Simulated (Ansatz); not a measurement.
ZrC:
```xyz
4
Lattice="3.3648 0.0000 0.0000 -1.6824 2.9140 0.0000 0.0000 0.0000 5.3198" Properties=species:S:1:pos:R:3 pbc="T T T"
Zr     0.0000     1.9426     1.3300
Zr     1.6824     0.9713     3.9899
C      0.0000     0.0000     0.0000
C      0.0000     0.0000     2.6599
```

Relaxed with r²SCAN.

Problem. Give the Bader charges and basin volumes of the independent atoms, r²SCAN in the plane-wave PAW code Ansatz.

Solution. 

| atom | Bader charge (e) | Bader volume (Å³) |
|---|---|---|
| Zr1 | +1.90 | 12.1 |
| C3 | -1.90 | 14.0 |

Space group P6_3/mmc (NiAs type). The workflow started from a Materials Project entry (that database holds measured and hypothetical structures alike); the Crystallography Open Database copy checked does not list it. It is not the phase usual at ambient conditions (space group No. 225). Symmetry was held in the r²SCAN relaxation; whether a distortion lowers the energy is not shown. No spin polarisation was allowed.

Potentials: the later of the program's two PAW sets.
